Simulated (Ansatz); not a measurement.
Total density of states per atom from DFT-r²SCAN in the program Ansatz with PAW potentials, in 0.25 eV bins, energy from the Fermi level:

```csv
E (eV),states/eV/atom
-7.85,0.00
-7.60,0.00
-7.35,0.00
-7.10,0.00
-6.85,0.00
-6.60,0.00
-6.35,0.04
-6.10,0.11
-5.85,0.27
-5.60,0.00
-5.35,0.01
-5.10,0.35
-4.85,0.19
-4.60,0.22
-4.35,0.21
-4.10,0.29
-3.85,0.00
-3.60,0.06
-3.35,0.37
-3.10,0.87
-2.85,1.49
-2.60,2.24
-2.35,1.79
-2.10,2.30
-1.85,2.30
-1.60,2.27
-1.35,1.37
-1.10,0.62
-0.85,0.74
-0.60,1.01
-0.35,0.89
-0.10,0.91
0.15,0.82
0.40,0.37
0.65,0.97
0.90,1.35
1.15,1.46
1.40,0.95
1.65,1.06
1.90,1.00
2.15,1.13
2.40,0.88
2.65,0.78
2.90,0.76
3.15,0.93
3.40,0.43
3.65,0.54
3.90,0.90
```

Q: Pick the material that matches.
A) Y12InNi6, Im-3 (Y on 24g, In on 2a, Ni on 12e)
B) Sc3InB, anti-perovskite
C) ScInNi4, F-43m (Sc on 4d, In on 4a, Ni on 16e)
D) Y, 9R (Sm type)

A: A, Y12InNi6, Im-3 (Y on 24g, In on 2a, Ni on 12e). Within 0.5 eV of the Fermi level: Y 4d 63 %, Ni 3d 15 %, Y 5s 7 %, outside the projected shells 8 %. Projections are on Löwdin-orthogonalised atomic valence shells; empty p or d shells of many metals are not among them.

The workflow started from a Materials Project entry (that database holds measured and hypothetical structures alike); the Crystallography Open Database copy checked does not list it. Its standing as an ambient phase is unchecked. Symmetry was held in the r²SCAN relaxation; its stability against distortions is not shown here. Magnetic state: ferromagnetic, the only order run, not a proven ground state. Other orbital occupations within this spin state were not tried. Spin–orbit coupling is left out wherever it is not named.

Potentials: the later of the program's two PAW sets.
